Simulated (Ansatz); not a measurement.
TePb (rock salt), relaxed and computed with several functionals in Ansatz (plane waves, PAW).

```tsv
functional	a (Å)	gap (eV)	B₀ by P(V) fit (GPa)
HSE06	6.518	1.18	42.2
r²SCAN	6.535	1.09	42.1
PBE	6.569	0.83	38.5
```

All cells were relaxed under the symmetry of their starts (and spin orders); stability against distortions was not tested throughout. Scalar-relativistic: spin–orbit coupling is off unless named, which matters more the heavier the elements.

Potentials: the later of the program's two PAW sets.

Ansatz (a quantum-chemistry and plane-wave program) is a plane-wave DFT program.
